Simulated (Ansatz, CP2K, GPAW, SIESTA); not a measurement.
## One calculation of Sn3Se, 4 ways

```
Sn Se
1.0
     4.74188    0.00000    0.00000
     0.00000    4.74188    0.00000
     0.00000    0.00000    4.74188
Sn Se
3 1
Direct
  0.50000 0.50000 0.00000
  0.50000 0.00000 0.50000
  0.00000 0.50000 0.50000
  0.00000 0.00000 0.00000
```

The cell comes from a database or a generator and needn't be the stable form of this composition.

Alike in all runs: task band structure; functional PBEsol; k mesh 6 × 6 × 6; occupations fermi-dirac, width 0.05 eV; no spin polarisation; no spin-orbit coupling. Pressure is positive in compression and, in plane waves, holds the error of the finite cutoff.

```tsv
program and potentials	plane-wave cutoff (eV)	notes	pressure (GPa)
GPAW, PAW data sets generated for this functional	600	12 valence electrons an atom on average	?
SIESTA, files PseudoDojo sr-pbesol-0.4.1-standard, DZP (energy shift 0.003 Ry; two zetas on semicore shells)	-	atomic basis; 14.5 valence electrons an atom on average	-1.72
Ansatz, all-electron LAPW, scalar-relativistic	-	-	-2.64
CP2K, POTENTIAL_UZH Sn GTH-PBE-q4, Se GTH-PBE-q6; TZVP-MOLOPT-PBE-GTH basis	-	atomic basis; potentials made for PBE; 4.5 valence electrons an atom on average	0.12
```

Task: Estimate from the other rows what the run with GPAW, PAW data sets generated for this functional gave.

Result: Pressure -2.82 GPa. The other rows, which needn't bracket it: pressure -2.64 to 0.12.
